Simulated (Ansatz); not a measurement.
# Ta: random displacements

Method: DFT LDA, scalar-relativistic, plane waves, PAW (Ansatz 0.2.0). The runs took a 420 eV cutoff, a Γ-centred 10×10×10 mesh and Gaussian smearing (0.15 eV). Spin–orbit coupling is left out, which can shift energies with elements as heavy as these. No spin polarisation. Energies are free energies at this smearing, counted from the undisturbed cell; pressure is positive in compression.

Zero of the scan (as given, not relaxed at this level; this fcc form isn't the usual structure):

```xyz
8
Lattice="0.0000 4.2200 4.2200 4.2200 0.0000 4.2200 4.2200 4.2200 0.0000" Properties=species:S:1:pos:R:3 pbc="T T T"
Ta    0.0000    0.0000    0.0000
Ta    2.1100    2.1100    0.0000
Ta    2.1100    0.0000    2.1100
Ta    4.2200    2.1100    2.1100
Ta    0.0000    2.1100    2.1100
Ta    2.1100    4.2200    2.1100
Ta    2.1100    2.1100    4.2200
Ta    4.2200    4.2200    4.2200
```

The atoms are displaced (Å, in the unstrained cell):

```csv
atom,ux,uy,uz
Ta1,0.170,-0.358,-0.134
Ta2,0.167,0.025,0.188
Ta3,-0.004,0.014,0.135
Ta4,-0.263,-0.141,0.182
Ta5,-0.211,0.070,-0.351
Ta6,0.050,0.106,0.057
Ta7,0.036,0.016,-0.019
Ta8,0.054,0.269,-0.058
```

Strain (Voigt, engineering shear): (0.0600, -0.1087, -0.0057, 0.0658, 0.0481, 0.1475).

Task: What are the energy change, the stress and the forces?

Result: ΔE = 184.8 meV/atom; stress (xx, yy, zz, yz, xz, xy; compression positive) (12.91, 3.06, 7.58, -5.27, -2.76, -9.67) GPa.
```csv
atom,Fx (eV/Å),Fy,Fz
Ta1,-2.27,1.26,1.07
Ta2,-2.70,0.55,-1.49
Ta3,-1.39,-1.23,-1.35
Ta4,3.73,1.16,-0.41
Ta5,2.60,-0.63,1.58
Ta6,-0.77,0.59,0.40
Ta7,0.63,-0.79,0.96
Ta8,0.17,-0.91,-0.76
```

Cost: 1 run of about 10 core-minutes, on Intel Xeon Processor @ 2.50GHz (Skylake/Cascade Lake) (shared hosts).